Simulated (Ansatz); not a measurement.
Space group R-3c:H (No. 167). a = 5.508 Å, b = 5.508 Å, c = 14.560 Å, α = 90.00°, β = 90.00°, γ = 120.00°
```json
{"atom": "In", "site": "12c", "symmetry": "3.", "x": "0.6667", "y": "0.3333", "z": "0.1904"}
{"atom": "O", "site": "18e", "symmetry": ".2", "x": "0.6299", "y": "0.6667", "z": "0.4167"}
```

Equation of state of this In$_{2}$O$_{3}$ structure (not necessarily the ground state), with shape and atoms relaxed at each volume where symmetry leaves them free. Method: DFT r2SCAN, scalar-relativistic, plane waves, PAW in Ansatz.

Plane waves to 500 eV, a k mesh through Γ of 6×6×6 on the computed 10-atom cell and Gaussian smearing (0.02 eV); no spin polarisation.

```csv
V (Å³/atom),E − E(largest V) (meV/atom),P (GPa),gap on mesh (eV)
11.986,5.23,12.13,2.18
12.369,-15.80,5.63,2.00
12.751,-22.37,0.01,1.80
13.134,-16.51,-4.80,1.61
13.516,0.00,-8.92,1.41
```

Fit a third-order Birch–Murnaghan equation to E(V).

V0 = 12.75 Å³/atom, B0 = 173 GPa, B0' = 4.1.

This form isn't the usual stable structure of the compound.